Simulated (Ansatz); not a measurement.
Starting cell, GaP (zinc blende):

```
GaP
1.0
    0.00000     5.50603     5.50603
    2.75302     2.75302     5.50603
    2.75302     2.75302     0.00000
P Ga
2 2
Direct
  0.00000   0.75000   0.75000
  0.50000   0.75000   0.75000
  0.00000   0.00000   0.00000
  0.50000   0.00000   0.00000
```

The atoms are displaced by Q × the pattern below (from a DFPT mode at X = (0.5, 0.5, 0.0), largest move 1; Q in Å), at fixed cell. (q is in reciprocal vectors of the primitive cell; the cell shown is doubled to hold the pattern.)

```
atom      x      y       z
----  -----  -----  ------
Ga3   0.000  0.000   1.000
Ga4   0.000  0.000  -1.000
```

Atoms not listed stay in place.

These are PBE (plane waves to 420 eV, PAW, scalar-relativistic; Ansatz, an electronic-structure program) values and carry that method's errors. k mesh 10×10×10 (Γ-centred), Fermi-Dirac smearing 0.05 eV. GaP was relaxed with its symmetry unable to fall. 

```tsv
Q (Å)	−dE/dQ from forces (eV/Å)
-0.180	5.253
-0.150	4.407
-0.120	3.545
-0.090	2.670
-0.060	1.785
-0.030	0.894
0.000	0.000
0.030	-0.894
0.060	-1.785
0.090	-2.670
0.120	-3.545
0.150	-4.407
0.180	-5.253
```

Problem. What harmonic wavenumber does the curvature at Q = 0 give?

Solution. 241 cm⁻¹. E″ = 29.82 eV/Å², M = Σ mᵢ|uᵢ|² = 139.4 u, ν̃ = 521.5·√(|E″|/M).

(A displaced cell: forces are minus the slopes of the energy, force constants its curvatures, and phonons follow from these.)
